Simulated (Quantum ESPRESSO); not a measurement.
```
CELL_PARAMETERS angstrom
      1.70789     0.98605     6.48961
     -1.70789     0.98605     6.48961
      0.00000    -1.97210     6.48961
ATOMIC_POSITIONS crystal
  O  0.77579 0.77579 0.77579
  O  0.22421 0.22421 0.22421
  Rb 0.00000 0.00000 0.00000
  Lu 0.50000 0.50000 0.50000
```

The PBEsol cell relaxed from Materials Project entry mp-7480 was given an isotropic strain of +1 % on all lattice vectors, and the atoms were relaxed again.

Question: What does PBEsol (Quantum ESPRESSO, PseudoDojo norm-conserving, 100 Ry, scalar-relativistic) give for the electronic structure near the Fermi level?

Answer: The PBEsol gap is 3.25 eV and nearly direct: the edges lie at Γ and F, the smallest direct gap within 0.02 eV of it. Another conduction extremum on the path lies within 0.02 eV, too close to call. The 4f states are in the valence at their DFT position.
